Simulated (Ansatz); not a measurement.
Ta₂O₅ (C2), generalised stacking fault

Level of theory: DFT PBEsol, scalar-relativistic, plane waves, PAW (Ansatz). Settings: plane waves to 420 eV, k-mesh 7×7×3 (Γ-centred), Gaussian smearing 0.05 eV. Spin–orbit coupling is left out, which matters for the heavy elements here. No spin polarisation. Energies are free energies at this smearing, counted from the undisturbed cell; pressure is positive in compression.

Reference structure (relaxed at this level; it needn't be the usual structure):

```
Ta O
1.0
    -2.96215    2.53804   -0.01669
    -2.96215   -2.53804   -0.01669
     0.56667    0.00000   10.20793
Ta O
4 10
Direct
  0.91491 0.99515 0.73007
  0.41491 0.49515 0.23007
  0.50485 0.58509 0.93783
  0.00485 0.08509 0.43783
  0.69255 0.10158 0.90969
  0.19255 0.60158 0.40969
  0.23689 0.36621 0.06211
  0.73689 0.86621 0.56211
  0.97760 0.52240 0.83395
  0.47760 0.02240 0.33395
  0.13379 0.26311 0.60579
  0.63379 0.76311 0.10579
  0.39842 0.80745 0.75821
  0.89842 0.30745 0.25821
```

The cut lies on the cell's a–b face, a (0 0 1) plane (indices in the standard cell, whose axes needn't be the Cartesian ones shown) of area 15.04 Å², between layers 1.27 Å apart. Vector c is tilted by f times 0·a + 1·b (length 3.901 Å) with the atoms' Cartesian places fixed: one unrelaxed fault a cell.

```
     f  γ (mJ/m²) shear traction, the slope of γ along the slip (GPa) gap on the mesh (eV)
0.0000          0                                                  0.0                  2.49
0.1000        723                                                 35.9                  2.42
0.2000          ?                                                    ?                  2.17
0.4000       2930                                                -29.3                  1.38
0.6000       1310                                                 -1.9                  1.80
0.8000       1314                                                -12.7                  2.04
```

**Question.** Give the withheld values.

**Answer.** γ (mJ/m²) at f = 0.2000: 2417; shear traction, the slope of γ along the slip (GPa) at f = 0.2000: 43.2.

Cost: 6 runs of about 5.6 core-minutes in all, on Intel Xeon Platinum 8488C (Sapphire Rapids) (shared hosts).